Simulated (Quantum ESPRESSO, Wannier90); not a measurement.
Wannierisation of InAs (wurtzite)

Cell from Materials Project (mp-1007652), symmetrised, no further relaxation. Not found in the COD (Crystallography Open Database) copy used, which has the formula in other groups; not checked further. Level: LDA, no spin polarisation, no spin-orbit coupling; pw.x of Quantum ESPRESSO at 64 Ry with PseudoDojo potentials, 6×6×4 k-points, Wannier90. Density: 12×12×6 mesh, cold smearing 0.01 Ry. Spin-orbit coupling is left out although heavy elements are present.

```
begin unit_cell_cart
ang
    4.3114000321    0.0000000000    0.0000000000
   -2.1557000160    3.7337819537    0.0000000000
    0.0000000000    0.0000000000    7.0887900000
end unit_cell_cart
mp_grid = 6 6 4
```

Q: Which shells of neighbouring k-points and which b-vectors and weights does Wannier90 pick for this cell and mesh?

A: 
```
 *---------------------------------- K-MESH ----------------------------------*
 +----------------------------------------------------------------------------+
 |                    Distance to Nearest-Neighbour Shells                    |
 |                    ------------------------------------                    |
 |          Shell             Distance (Ang^-1)          Multiplicity         |
 |          -----             -----------------          ------------         |
 |             1                   0.221589                      2            |
 |             2                   0.280466                      6            |
 |             3                   0.357439                     12            |
 |             4                   0.443178                      2            |
 |             5                   0.485781                      6            |
 |             6                   0.524469                     12            |
 |             7                   0.533933                     12            |
 |             8                   0.560931                      6            |
       ... (lines left out)
 +----------------------------------------------------------------------------+
 | The b-vectors are chosen automatically                                     |
 | The following shells are used:                       1,  2                 |
 +----------------------------------------------------------------------------+
 |                        Shell   # Nearest-Neighbours                        |
 |                        -----   --------------------                        |
 |                          1               2                                 |
 |                          2               6                                 |
 +----------------------------------------------------------------------------+
 | Completeness relation is fully satisfied [Eq. (B1), PRB 56, 12847 (1997)]  |
 +----------------------------------------------------------------------------+
 |                  b_k Vectors (Ang^-1) and Weights (Ang^2)                  |
 |                  ----------------------------------------                  |
 |            No.         b_k(x)      b_k(y)      b_k(z)        w_b           |
 |            ---        --------------------------------     --------        |
 |             1         0.000000    0.000000    0.221589    10.182970        |
 |             2         0.000000    0.000000   -0.221589    10.182970        |
 |             3         0.000000    0.280466    0.000000     4.237595        |
 |             4         0.242890    0.140233    0.000000     4.237595        |
 |             5         0.000000   -0.280466    0.000000     4.237595        |
 |             6         0.242890   -0.140233    0.000000     4.237595        |
 |             7        -0.242890   -0.140233    0.000000     4.237595        |
 |             8        -0.242890    0.140233    0.000000     4.237595        |
```
